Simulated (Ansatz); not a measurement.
SnTe (rock salt, space group No. 225) at seven volumes, plane-wave PAW PBE (Ansatz code), scaled uniformly. One row is withheld.

| V (Å³/atom) | P (GPa) |
|---|---|
| 29.951 | 4.72 |
| 30.938 | 2.86 |
| 31.926 | 1.29 |
| 32.913 | 0.06 |
| 33.901 | ? |
| 34.888 | -2.04 |
| 35.875 | -2.86 |

Q: Fit the shown pressures and predict the withheld one.

A: P = (3/2)B₀(x^(7/2) − x^(5/2))[1 + (3/4)(B′ − 4)(x − 1)] with x = (V₀/V)^(2/3). Least squares on the six rows gives V₀ = 32.925 Å³/atom, B₀ = 40.2 GPa, B′ = 4.47. At V = 33.901, x = 0.9807 and P = -1.10 GPa. The run itself gave -1.07 GPa.

Space group Fm-3m (rock salt). The PBE relaxation kept the symmetry of its start. Scalar-relativistic: spin–orbit coupling is off unless named, which matters more the heavier the elements.

Potentials: the later of the program's two PAW sets.
